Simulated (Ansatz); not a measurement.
The elements of this relaxed trial crystal are hidden behind letters.

```
lattice vectors (Å)
   4.2462    0.0000    0.0000
  -2.1231    3.6773    0.0000
   0.0000    0.0000    9.5115
fractional positions
X 0.0000 0.0000 0.5000
X 0.0000 0.0000 0.0000
Z 0.3333 0.6667 0.2500
Z 0.6667 0.3333 0.7500
```

Computed with DFT PBE, scalar-relativistic, plane waves, PAW in Ansatz 0.2.0. Settings of the last relaxation (4-atom cell): 420 eV, 12×12×6 k points, Gaussian smearing of 0.10 eV, no spin polarisation.

- Space group: P6_3/mmc (No. 194)
- Conventional cell: a = 4.246 Å, c = 9.512 Å
- Volume per atom: 37.13 Å³
- Density: 4.86 g/cm³
- Formation energy: −1.54 eV/atom
- Gap on the 12×12×6 mesh of the 4-atom cell: 0 eV (a metal)

Energies are uncorrected and count from the elements' standard states at the same level.

Q: X is an s-block element of period 6 and Z is a p-block element of period 4. Which elements are they?

A: X = Ba, Z = Br, so the formula is BaBr. Density times volume gives a mean mass of 4.86 × 37.13/1.6605 = 108.7 u per atom, and this set has 108.6 u. Among the elements that the hints allow, noble gases aside, only these give it. Ba has 6 Br at 3.42 Å; around Br lie 6 Ba at 3.42 Å and 6 Br at 4.25 Å.

The cell is a metal run without spin; a magnetic state may lie lower. Symmetry constrained the relaxation, so the result can be a saddle point.
